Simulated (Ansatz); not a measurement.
LiNbO$_{3}$:
```
CELL_PARAMETERS angstrom
      2.56709     1.48211     4.60885
     -2.56709     1.48211     4.60885
      0.00000    -2.96422     4.60885
ATOMIC_POSITIONS crystal
  Li 0.71923 0.71923 0.71923
  Li 0.21923 0.21923 0.21923
  Nb 0.00160 0.00160 0.00160
  Nb 0.50160 0.50160 0.50160
  O  0.64000 0.89067 0.28139
  O  0.89067 0.28139 0.64000
  O  0.28139 0.64000 0.89067
  O  0.14000 0.78139 0.39067
  O  0.39067 0.14000 0.78139
  O  0.78139 0.39067 0.14000
```

Relaxed with PBEsol. Special points in fractions of this cell's reciprocal vectors: Γ (0.000, 0.000, 0.000); T (0.500, 0.500, 0.500); H2 (0.764, 0.236, 0.500); H0 (0.500, -0.236, 0.236); L (0.500, 0.000, 0.000); S0 (0.368, -0.368, 0.000); S2 (0.632, 0.000, 0.368); F (0.500, 0.000, 0.500).

**Question.** List the band energies nearest the valence-band maximum at these points for PBEsol in the plane-wave PAW code Ansatz.

**Answer.** In eV from the valence-band maximum; about four levels below and three above (degenerate sets whole), none deeper than 8.9 eV; points with the same levels are listed once.

| k | below | above |
|---|---|---|
| Γ | -0.67 -0.50 -0.01 -0.01 | 3.52 3.52 3.97 |
| T | -0.32 -0.32 -0.32 -0.32 | 4.63 4.63 4.84 4.84 4.84 4.84 |
| H2 | -0.58 -0.58 -0.27 -0.27 | 3.88 3.88 4.72 4.72 |
| L | -0.30 -0.30 -0.22 -0.22 | 3.89 3.89 4.71 4.71 |
| S0 | -0.71 -0.49 -0.41 -0.11 | 3.52 4.05 4.67 |
| F | -0.70 -0.66 -0.46 -0.21 | 3.60 4.11 4.61 4.61 |

Space group R3c. Symmetry was held in the PBEsol relaxation. The run is not spin-polarised. Scalar-relativistic: spin–orbit coupling is off unless named, which matters more the heavier the elements.

Potentials: the later of the program's two PAW sets.
